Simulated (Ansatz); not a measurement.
InAs:
```xyz
4
Lattice="4.0344 0.0000 0.0000 -2.0172 3.4939 0.0000 0.0000 0.0000 6.8415" Properties=species:S:1:pos:R:3 pbc="T T T"
In     0.0000     0.0000     0.0000
In     0.0000     0.0000     3.4208
As     0.0000     2.3292     1.7104
As     2.0172     1.1646     5.1311
```

Relaxed with PBE. Special points in fractions of this cell's reciprocal vectors: Γ (0.000, 0.000, 0.000); M (0.500, 0.000, 0.000); K (0.333, 0.333, 0.000); A (0.000, 0.000, 0.500); L (0.500, 0.000, 0.500); H (0.333, 0.333, 0.500).

Task: List the band energies nearest the Fermi level at these points for the program Ansatz at the PBE level (PAW).

Result: In eV from the Fermi level; about four levels below and three above (degenerate sets whole), none deeper than 8.9 eV; points with the same levels are listed once.

| k | below | above |
|---|---|---|
| Γ | -1.09 -0.44 -0.26 -0.26 | 0.29 0.29 1.98 |
| M | -4.20 -3.64 -3.44 -2.09 | 0.16 1.15 1.84 |
| K | -2.76 -2.76 -2.72 -2.42 -2.42 | 4.48 5.61 5.61 |
| A | -4.44 -4.44 | 0.04 0.04 0.04 0.04 |
| L | -1.26 -1.26 -0.08 -0.08 | 3.69 3.69 5.94 5.94 |
| H | -3.86 -3.86 -0.26 -0.26 | 1.07 1.07 2.32 2.32 |

Space group P6_3/mmc (NiAs type). A made-up cell: these elements were put on the sites of a structure type; neither database checked (COD, Materials Project) lists it. It is not the phase usual at ambient conditions (space group No. 216). The PBE relaxation kept the symmetry of its start; its stability against distortions is not shown here. Scalar-relativistic: spin–orbit coupling is off unless named, which matters more the heavier the elements.

Potentials: the later of the program's two PAW sets.
